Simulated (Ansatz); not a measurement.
Equation of state of palladium, omega (AlB2-type)

Method: Ansatz, DFT, r2SCAN, plane waves (500 eV) with PAW, scalar-relativistic. The PAW files were generated under PBE, with cores re-solved for the functional.

The cell is scaled uniformly from the relaxed one, with fractional coordinates and shape fixed. Energies are extrapolated to zero smearing, pressures are those at the given smearing. Magnetic state: ferromagnetic.

```
V (Å³/atom)  E − E₀ (meV/atom)  P (GPa)  sphere moment (μB)
     13.434              161.1    31.96                0.23
     14.044               65.7    18.60                0.26
     14.655               15.4     8.25                0.28
     15.265                0.0     0.26                0.29
     15.876               11.4    -5.91                0.30
     16.487               43.6   -10.64                0.31
     17.097               91.6   -14.24                0.31
```

**Question.** Fit a third-order Birch-Murnaghan equation.

**Answer.** V₀ = 15.28 Å³/atom, B₀ = 174 GPa, B₀′ = 5.5.
